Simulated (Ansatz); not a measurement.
## HfO2 at 8 GPa (stress–strain coefficients): relaxed-ion elastic tensor

Method: DFT PBEsol, scalar-relativistic, plane waves, PAW (Ansatz). Cutoff 420 eV, 8×8×8 k-points (Γ-centred), fixed occupations. No spin polarisation.

The cell, relaxed at 8 GPa:
```
Hf O
1.0
     0.00000    2.49809    2.49809
     2.49809    0.00000    2.49809
     2.49809    2.49809    0.00000
Hf O
1 2
Direct
  0.00000 0.00000 0.00000
  0.25000 0.25000 0.25000
  0.75000 0.75000 0.75000
```

Spin–orbit coupling is left out, which can shift energies with elements as heavy as these. Other phases may be more stable at this pressure.

**Question.** Give the relaxed-ion elastic constants (GPa, Voigt order xx yy zz yz xz xy, on the axes of the cell above).

**Answer.**
```
621.0 136.1 136.1   0.0   0.0   0.0
136.1 621.0 136.1   0.0   0.0   0.0
136.1 136.1 621.0   0.0   0.0   0.0
  0.0   0.0   0.0  75.2   0.0   0.0
  0.0   0.0   0.0   0.0  75.2   0.0
  0.0   0.0   0.0   0.0   0.0  75.2
```

**Question.** Is the crystal stable against homogeneous strain?

**Answer.** Yes: the least eigenvalue of the tensor is 75.2 GPa.

**Question.** And the moduli of a polycrystal (Hill averages)?

**Answer.** B = 298 GPa, G = 123 GPa, E = 324 GPa, ν = 0.32.

This fluorite-type form isn't the usual stable structure of the compound at low pressure.